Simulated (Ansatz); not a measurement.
A relaxation computed with Ansatz, from input to last step.

```yaml
crystal:
  lattice:
    - [3.0876745523, 3.0876745523, 0.0]
    - [-3.0876745523, 3.0876745523, 0.0]
    - [0.0, 0.0, 6.8060230557]
  atoms:
    - { symbol: In, position: [0.0, 0.5, 0.75] }
    - { symbol: In, position: [0.5, 0.0, 0.75] }
    - { symbol: In, position: [0.5, 0.0, 0.25] }
    - { symbol: In, position: [0.0, 0.5, 0.25] }
    - { symbol: Au, position: [0.0, 0.0, 0.0] }
    - { symbol: Au, position: [0.5, 0.5, 0.5] }
basis:
  ecutwfc: 500
kpoints:
  mp_grid: { grid: [8, 8, 6] }
hamiltonian:
  xc: r2scan
scf:
  occupations: { method: gaussian, width: 0.1 }
output:
  forces: true
  stress: true
  eigenvalues: true
relax:
  adjacent_minimum: "off"
  f_tol: 0.008
  max_steps: 40
  cell: { stress_tol: 0.015, fix: [a, b, gamma] }
```

```bash
ansatz run input.yaml --threads 1 --pin off --max-ram 2560MiB --backend cpu --events-out ev --progress --plain --runs-dir out
```

Computed with DFT r2SCAN, scalar-relativistic, plane waves, PAW in Ansatz 0.2.0.

Of 5 frames 4 are shown, positions in Å and forces in eV/Å; the SCF threshold varies from step to step. Steps run on the plane waves of an earlier cell, with a Pulay correction in the pressure. The basis is chosen afresh for the last frame, the zero of the energies, and at times for earlier ones too; energy and pressure step there, also at an unchanged geometry.

```xyz
6
Lattice="3.0877 3.0877 0.0000 -3.0877 3.0877 0.0000 0.0000 0.0000 6.8060" Properties=species:S:1:pos:R:3:forces:R:3 pbc="T T T" step=1 free_energy_over_end_meV_per_atom=14.88 pressure_GPa=8.25
In   -1.5438    1.5438    5.1045    0.0000    0.0000    0.0000
In    1.5438    1.5438    5.1045    0.0000    0.0000    0.0000
In    1.5438    1.5438    1.7015    0.0000    0.0000    0.0000
In   -1.5438    1.5438    1.7015    0.0000    0.0000    0.0000
Au    0.0000    0.0000    0.0000    0.0000    0.0000    0.0000
Au    0.0000    3.0877    3.4030    0.0000    0.0000    0.0000
6
Lattice="3.0877 3.0877 0.0000 -3.0877 3.0877 0.0000 0.0000 0.0000 7.1378" Properties=species:S:1:pos:R:3:forces:R:3 pbc="T T T" step=2 free_energy_over_end_meV_per_atom=0.32 pressure_GPa=3.49
In   -1.5438    1.5438    5.3534    0.0000    0.0000    0.0000
In    1.5438    1.5438    5.3534    0.0000    0.0000    0.0000
In    1.5438    1.5438    1.7845    0.0000    0.0000    0.0000
In   -1.5438    1.5438    1.7845    0.0000    0.0000    0.0000
Au    0.0000    0.0000    0.0000    0.0000    0.0000    0.0000
Au    0.0000    3.0877    3.5689    0.0000    0.0000    0.0000
6
Lattice="3.0877 3.0877 0.0000 -3.0877 3.0877 0.0000 0.0000 0.0000 7.1378" Properties=species:S:1:pos:R:3:forces:R:3 pbc="T T T" step=3 free_energy_over_end_meV_per_atom=0.00 pressure_GPa=3.50
In   -1.5438    1.5438    5.3534    0.0000    0.0000    0.0000
In    1.5438    1.5438    5.3534    0.0000    0.0000    0.0000
In    1.5438    1.5438    1.7845    0.0000    0.0000    0.0000
In   -1.5438    1.5438    1.7845    0.0000    0.0000    0.0000
Au    0.0000    0.0000    0.0000    0.0000    0.0000    0.0000
Au    0.0000    3.0877    3.5689    0.0000    0.0000    0.0000
6
Lattice="3.0877 3.0877 0.0000 -3.0877 3.0877 0.0000 0.0000 0.0000 7.1396" Properties=species:S:1:pos:R:3:forces:R:3 pbc="T T T" step=5 free_energy_over_end_meV_per_atom=0.00 pressure_GPa=3.48
In   -1.5438    1.5438    5.3547    0.0000    0.0000    0.0000
In    1.5438    1.5438    5.3547    0.0000    0.0000    0.0000
In    1.5438    1.5438    1.7849    0.0000    0.0000    0.0000
In   -1.5438    1.5438    1.7849    0.0000    0.0000    0.0000
Au    0.0000    0.0000    0.0000    0.0000    0.0000    0.0000
Au    0.0000    3.0877    3.5698    0.0000    0.0000    0.0000
```

It took 4.5 min on 1 thread of Arm Neoverse V2, with other jobs on the host, peak memory 0.86 GiB.

Spin–orbit coupling is left out, which can shift energies with elements as heavy as these.